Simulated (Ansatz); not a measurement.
A geometry of CdAu away from equilibrium: the start of the relaxation of a generated cell, CdAu placed in the AFLOW prototype AB_hP8_194_ad_f (B_i, as in TiAs). Calculation: PBE (plane waves to 420 eV, PAW, scalar-relativistic; Ansatz, a quantum-chemistry and plane-wave program). Γ-centred k-mesh 10×10×3 on the run's cell (coarser than for final values), Fermi–Dirac smearing 0.05 eV.

```xyz
8
Lattice="3.7320 0.0000 0.0000 -1.8660 3.2320 0.0000 0.0000 0.0000 12.5903" Properties=species:S:1:pos:R:3 pbc="T T T"
Cd     0.0000     2.1547     1.5738
Cd     1.8660     1.0773     7.8690
Cd     1.8660     1.0773    11.0166
Cd     0.0000     2.1547     4.7214
Au     0.0000     0.0000     0.0000
Au     0.0000     0.0000     6.2952
Au     0.0000     2.1547     9.4428
Au     1.8660     1.0773     3.1476
```

Problem. What forces act on the atoms (eV/Å)?

Solution. 
```json
[
 {"atom": "Cd1", "Fx": "0.00", "Fy": "0.00", "Fz": "-0.18"},
 {"atom": "Cd2", "Fx": "0.00", "Fy": "0.00", "Fz": "-0.18"},
 {"atom": "Cd3", "Fx": "0.00", "Fy": "0.00", "Fz": "0.18"},
 {"atom": "Cd4", "Fx": "0.00", "Fy": "0.00", "Fz": "0.18"},
 {"atom": "Au5", "Fx": "0.00", "Fy": "0.00", "Fz": "0.00"},
 {"atom": "Au6", "Fx": "0.00", "Fy": "0.00", "Fz": "0.00"},
 {"atom": "Au7", "Fx": "0.00", "Fy": "0.00", "Fz": "0.00"},
 {"atom": "Au8", "Fx": "0.00", "Fy": "0.00", "Fz": "0.00"}
]
```

Problem. What is the pressure?

Solution. +19.1 GPa, compression positive.

No spin polarisation in the result.

The run could not lose the symmetry of its start: the end is stationary, and may be a saddle point rather than a minimum.

The end of the path is a generated cell of CdAu: the first start was made by placing the elements on the sites of a structure type, and the end was not matched to a known phase here, so it may be hypothetical.
